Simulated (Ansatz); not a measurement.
**Si₃N₄: the gap against volume**

Si₃N₄, P6_3/m, a = 7.619 Å, c = 2.911 Å. The compound has several low-lying forms, and this is one of them. Ansatz: PBE+D3(BJ), PAW, 420 eV, Γ-centred 6×6×8 mesh on 14 atoms, Gaussian smearing 0.02 eV; no spin polarisation. Shape and atoms are relaxed at each volume; x = ln(V/V0) with V0 = 10.455 Å³/atom. The gap is read at the mesh points alone.

| x | gap y (eV) |
| --- | --- |
| -0.1278 | 4.695 |
| -0.0943 | 4.612 |
| -0.0619 | 4.522 |
| -0.0305 | 4.425 |
| 0.0000 | 4.330 |
| 0.0296 | 4.231 |
| 0.0583 | ? |
| 0.0953 | 3.805 |

Q: Fit a straight line to the other rows, give the volume deformation potential of the gap and its pressure coefficient, and predict the missing gap. B0 = 240.3 GPa.

A: Means x = -0.02709, y = 4.3743; Σ(Δx)² = 0.03481, ΣΔxΔy = -0.1326; the slope is their ratio. y = 4.2711 − 3.8089 x. The slope is the deformation potential a = dE_g/d ln V = -3.81 eV, and dE_g/dP = −a/B0 = 15.9 meV/GPa. These are means over the range: the known rows next to V0 give a = -3.2 eV and 13 meV/GPa, nearer the values at zero pressure. With a term in x² added, the coefficient of x becomes -4.205, 10 % more, which shows how far this figure hangs on the form. At x = 0.0583 the fit asked for gives 4.049 eV. The run gave 4.133 eV, so the fit is 0.084 eV too low, within twice the rms miss on the fitted rows (0.060 eV): the form describes this series only roughly. Note that the conduction bottom alone changes its slope among the fitted rows, as when another band takes over that edge.

Semilocal functionals give gaps under the measured ones; changes of the gap mostly carry over better.